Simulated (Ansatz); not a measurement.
Zr₃Ag:
```yaml
crystal:
  lattice:
    - [4.34267, 0.00000, 0.00000]
    - [0.00000, 4.34267, 0.00000]
    - [0.00000, 0.00000, 4.34267]
  atoms:
    - { symbol: Ag, position: [0.00000, 0.00000, 0.00000] }
    - { symbol: Zr, position: [0.50000, 0.50000, 0.00000] }
    - { symbol: Zr, position: [0.00000, 0.50000, 0.50000] }
    - { symbol: Zr, position: [0.50000, 0.00000, 0.50000] }
```

Relaxed with PBEsol. Special points in fractions of this cell's reciprocal vectors: Γ (0.000, 0.000, 0.000); X (0.000, 0.500, 0.000); M (0.500, 0.500, 0.000); R (0.500, 0.500, 0.500).

List the band energies nearest the Fermi level at these points for DFT-PBEsol with spin–orbit coupling in the program Ansatz with PAW potentials.

In eV from the Fermi level; about four levels below and three above (degenerate sets whole), none deeper than 8.9 eV; points with the same levels are listed once.

```csv
k,below,above
Γ,-0.40 -0.40 -0.40 -0.40,2.73 2.73 2.86 2.86 2.86 2.86
X,-0.80 -0.80 -0.71 -0.71,0.92 0.92 1.10 1.10
M,-0.31 -0.31 -0.31 -0.31 -0.29 -0.29,1.31 1.31 1.34 1.34
R,-1.55 -1.55 -1.55 -1.55 -1.47 -1.47,0.72 0.72 0.74 0.74 0.74 0.74
```

Space group Pm-3m (Cu3Au type). The workflow started from an entry of the Crystallography Open Database (COD); the relaxed space group is not among those it files for this formula. COD files the formula under space group No. 123, so this cell is another polymorph or a model. Whether it is the stable phase at ambient conditions was not checked. The PBEsol relaxation kept the symmetry of its start; of distortions, only those at the zone centre were tested. No spin polarisation was allowed.

Potentials: the later of the program's two PAW sets.
